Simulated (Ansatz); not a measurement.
CsAlMo₂O₈:
```
CsAlMo2O8
1.0
    5.57820     0.00000     0.00000
   -2.78910     4.83087     0.00000
    0.00000     0.00000     8.00946
Cs Al Mo O
1 1 2 8
Direct
  0.00000   0.00000   0.00000
  0.00000   0.00000   0.50000
  0.33333   0.66667   0.70613
  0.66667   0.33333   0.29387
  0.33333   0.66667   0.92166
  0.66667   0.33333   0.07834
  0.15824   0.31647   0.63862
  0.84176   0.68353   0.36138
  0.68353   0.84176   0.63862
  0.31647   0.15824   0.36138
  0.15824   0.84176   0.63862
  0.84176   0.15824   0.36138
```

PBEsol in the plane-wave PAW code Ansatz gives a gap of 3.96 eV without spin–orbit coupling, maximum on the Γ–A line, 4 % of the way from Γ, minimum at Γ.

What happens when spin–orbit coupling is switched on?

The gap stays essentially unchanged, to 3.96 eV; maximum on the Γ–A line, 4 % of the way from Γ, minimum at Γ.

Give the electron effective mass with spin–orbit coupling.

2.3, 2.9, 2.9 mₑ (principal values).

Space group P-3m1. The first step of the workflow began from a Materials Project structure, measured or hypothetical; the Crystallography Open Database files this formula in space group No. 164, but the cells were not matched. Its standing as an ambient phase is unchecked. The cell was relaxed with PBEsol under the symmetry of its start; whether a distortion lowers the energy is not shown. No spin polarisation was allowed. No Hubbard U is applied.

Potentials: the later of the program's two PAW sets.
